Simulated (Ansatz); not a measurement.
TiNi:
Space group P2₁/m (No. 11); a = 2.8495 Å, b = 3.9227 Å, c = 4.8135 Å, α = 90.00°, β = 107.11°, γ = 90.00°

```
atom  site  symmetry       x       y       z
----  ----  --------  ------  ------  ------
Ti      2e         m  0.3575  0.2500  0.2140
Ni      2e         m  0.0849  0.2500  0.6705
```

Relaxed at zero pressure with plane-wave PAW LDA (Ansatz code).

**Question.** The volume is lowered by 6 % and shape and atoms relax at that volume. What pressure results, and how do the axes share the change?

**Answer.** 7.2 GPa; a -8.8 %, b 5.2 %, c -6.0 %; the energy rises by 17 meV/atom.

**Question.** Give the new structure.

**Answer.** 
Space group P2₁/m (No. 11); a = 2.5985 Å, b = 4.1252 Å, c = 4.5239 Å, α = γ = 90.00°, β = 94.61°

| atom | site | symmetry | x | y | z |
|---|---|---|---|---|---|
| Ti | 2e | m | 0.4390 | 0.2500 | 0.2062 |
| Ni | 2e | m | 0.0156 | 0.2500 | 0.6768 |

The phase is kept; no other phase was compared at this pressure.

Space group P2_1/m. The first step of the workflow began from a Materials Project structure, measured or hypothetical; the Crystallography Open Database files this formula in space group No. 11, but the cells were not matched. Its standing as an ambient phase is unchecked. The cell was relaxed with LDA under the symmetry of its start; whether a distortion lowers the energy is not shown. The run is not spin-polarised. Axis ratios of metals converge slowly with the k-mesh, so a and c are less sure than the volume.

Potentials: the later of the program's two PAW sets.
